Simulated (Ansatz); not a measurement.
ZnS (wurtzite)

```yaml
crystal:
  lattice:
    - [3.80703, 0.00000, 0.00000]
    - [-1.90352, 3.29699, 0.00000]
    - [0.00000, 0.00000, 6.24624]
  atoms:
    - { symbol: Zn, position: [0.66667, 0.33333, 0.99975] }
    - { symbol: Zn, position: [0.33333, 0.66667, 0.49975] }
    - { symbol: S, position: [0.66667, 0.33333, 0.62545] }
    - { symbol: S, position: [0.33333, 0.66667, 0.12545] }
```

Two coordinates are scanned: the volume, and the ratio of the stretch along z (the conventional c axis) to the stretch across it. Atoms keep their fractional coordinates.

These are r2SCAN (plane waves to 500 eV, PAW, scalar-relativistic; Ansatz, an electronic-structure program) values and carry that method's errors. k mesh 10×10×6 (Γ-centred), Fermi-Dirac smearing 0.05 eV. Stress and pressure are positive under compression. As the atoms are clamped, bonds stretch with the cell, which overstates energies and stresses. The PAW data are Ansatz's earlier set. ZnS was relaxed with its symmetry unable to fall.

At one point of the scan the stress tensor (GPa) is:

```
   -0.4      0.0      0.0
    0.0     -0.4      0.0
    0.0      0.0      6.5
```

Which point is it?
(A) V/V₀ = 0.980, (c/a)/(c/a)₀ = 1.000
(B) V/V₀ = 0.960, (c/a)/(c/a)₀ = 0.920
(C) V/V₀ = 1.020, (c/a)/(c/a)₀ = 0.920
(D) V/V₀ = 0.980, (c/a)/(c/a)₀ = 0.960

D, V/V₀ = 0.980, (c/a)/(c/a)₀ = 0.960

(A scan under strain: stresses follow from slopes of the energy per volume, elastic moduli from its curvatures.)
